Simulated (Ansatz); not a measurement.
## Piezoelectric tensor of InGa3P4

These are results of DFT PBE, scalar-relativistic, plane waves, PAW (Ansatz 0.2.0), not measurements. Plane waves to 420 eV; Γ-centred k mesh 8×8×4; fixed occupations. No spin polarisation.

The cell, relaxed at this level:
```
CELL_PARAMETERS angstrom
3.96515 0.00000 0.00000
0.00000 3.96515 0.00000
0.00000 0.00000 11.28818
ATOMIC_POSITIONS crystal
In 0.50000 0.50000 0.00000
Ga 0.00000 0.00000 0.74027
Ga 0.00000 0.00000 0.25973
Ga 0.50000 0.50000 0.50000
P 0.50000 0.00000 0.85917
P 0.00000 0.50000 0.14083
P 0.50000 0.00000 0.37994
P 0.00000 0.50000 0.62006
```

The cell was found from a structure generator's guess, not taken from experiment.

Problem. Give the relaxed-ion proper piezoelectric stress tensor e_iJ (C/m², Voigt columns xx yy zz yz xz xy).

Solution.
```
x    0.000  0.000  0.000  0.000 -0.158  0.000
y    0.000  0.000  0.000  0.158  0.000  0.000
z   -0.176  0.176  0.000  0.000  0.000  0.000
```
Signs follow the orientation of the cell as given.

Problem. With the elastic constants (GPa, Voigt order)
C11 = 138.2, C12 = 24.5, C13 = 50.9, C22 = 138.2, C23 = 50.9, C33 = 115.2, C44 = 55.9, C55 = 55.9, C66 = 31.0 GPa; the others vanish.
find the strain coefficients d = e·C⁻¹ (pC/N).

Solution.
```
x    0.00  0.00  0.00  0.00 -2.82  0.00
y    0.00  0.00  0.00  2.82  0.00  0.00
z   -1.55  1.55  0.00  0.00  0.00  0.00
```
